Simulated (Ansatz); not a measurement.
Al₃Cu (Pm-3m), an elastic constant from a strain scan

The calculation used DFT PBEsol, scalar-relativistic, plane waves, PAW (Ansatz 0.2.0). The runs took a 420 eV cutoff, a Γ-centred 12×12×12 mesh and Gaussian smearing (0.15 eV). No spin polarisation. Energies are free energies at this smearing, counted from the undisturbed cell; pressure is positive in compression.

The undisturbed cell (relaxed at this level; it needn't be the usual structure):

```
Al Cu
1.0
     3.89235    0.00000    0.00000
     0.00000    3.89235    0.00000
     0.00000    0.00000    3.89235
Al Cu
3 1
Direct
  0.00000 0.50000 0.50000
  0.50000 0.00000 0.50000
  0.50000 0.50000 0.00000
  0.00000 0.00000 0.00000
```

The cell is strained by ε times the Voigt pattern (1, 0, 0, 0, 0, 0) (xx, yy, zz, yz, xz, xy; engineering shear) with fractional coordinates fixed. The cell holds 4 atoms in V0 = 58.97 Å³. The stress column is τ = (1/V0) dE/dε, got from the stress tensor σ (compression positive) at each point as −det(1 + εP) σ : P(1 + εP)⁻¹, with P the pattern as a tensor.

| ε | ΔE (meV/atom) | τ (GPa) |
| --- | --- | --- |
| -0.1000 | 93.205 | -20.577 |
| -0.0750 | 51.898 | -15.259 |
| -0.0500 | 23.079 | -9.927 |
| -0.0250 | 5.804 | -5.058 |
| 0.0000 | 0.000 | 0.012 |
| 0.0250 | 5.388 | 4.474 |
| 0.0500 | 19.657 | 7.749 |
| 0.0750 | 40.221 | 9.950 |
| 0.0875 | 52.119 | 10.715 |
| 0.1000 | ? | ? |

**Question.** Which combination of elastic constants does this scan measure, and how large is it?

**Answer.** For small ε, τ = τ0 + Kε with K = pᵀCp, which for this pattern is C11 in the cubic axes. The parabola through τ at ε = -0.0250, 0 and 0.0250 has slope K = 191 GPa at zero. The energies per cell, E = NΔE, of the same two points give K = 2[E(ε₊)/ε₊ − E(ε₋)/ε₋]/[(ε₊ − ε₋)V0] = 195 GPa, in agreement.

**Question.** Predict the withheld row at ε = 0.1000 from the harmonic law, and compare.

**Answer.** ΔE = V0(τ0 ε + Kε²/2)/N = 87.821 meV/atom and τ = 19.08 GPa. The calculation gives 64.837 meV/atom and 11.38 GPa: the energy lies 26 % below the harmonic value, as bonds soften when stretched.

In a metal these slopes depend on the k mesh and the smearing.

Cost: 10 runs of about 0.66 core-minutes in all, on AMD EPYC 9R45 (Zen 5) (shared hosts).